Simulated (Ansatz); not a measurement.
Put MgTl2PtC6N6 in Fm-3m (No. 225): Mg on 4b; Tl on 8c; Pt on 4a; C on 24e; N on 24e. Recipe of this trial structure of MgTl2PtC6N6: cyanide-bridged rock-salt net of two metals, 2 guest cations a cell.

Method: Ansatz, DFT PBE, scalar-relativistic, plane waves, PAW. Cutoff 420 eV, Γ-centred mesh, Gaussian smearing, collinear spin.

The zero of energy is the elements' standard structures at the same level (N₂ as a molecule); no fitted shifts are applied.

Q: Give the relaxed lattice parameters and positions.

A:

Space group Fm-3m (No. 225). a = 10.913 Å, b = 10.913 Å, c = 10.913 Å, α = 90.00°, β = 90.00°, γ = 90.00°
```tsv
atom	site	symmetry	x	y	z
Mg	4b	m-3m	0.5000	0.0000	0.0000
Tl	8c	-43m	0.2500	0.7500	0.7500
Pt	4a	m-3m	0.0000	0.0000	0.0000
C	24e	4m.m	0.1944	0.0000	0.0000
N	24e	4m.m	0.3015	0.0000	0.0000
```

Around Mg lie 6 N at 2.17 Å; Tl is surrounded by 12 N at 3.90 Å and 12 C at 3.91 Å (long against covalent radii, as for large ions); Pt has 6 C at 2.12 Å; C is surrounded by 1 N at 1.17 Å, 1 Pt at 2.12 Å, 4 C at 3.00 Å, 1 Mg at 3.33 Å, 4 Tl at 3.91 Å and 8 N at 3.91–3.98 Å; N is surrounded by 1 C at 1.17 Å, 1 Mg at 2.17 Å, 4 N at 3.06 Å, 1 Pt at 3.29 Å, 4 Tl at 3.90 Å and 8 C at 3.91–3.98 Å. Another local minimum with the same sites may exist.

Q: Where does its energy lie, and is it a metal?

A: The energy over the elements is +0.28 eV/atom. The gap on the 6×6×6 mesh of the 16-atom cell is 0 eV (a metal). The net moment per atom is 0.06 μB and the moment by site is Pt 0.4 μB. A positive value: parting into the elements would lower its energy.

The last run used collinear spin and Gaussian smearing of 0.10 eV. These runs have no spin–orbit coupling, which can matter for Pt and Tl. The reference form of C is held partly by dispersion forces, which this level lacks. Another magnetic order may lie lower. Symmetry constrained the relaxation, so the result can be a saddle point. Site moments count only spheres around the atoms; the net moment includes the space between them.
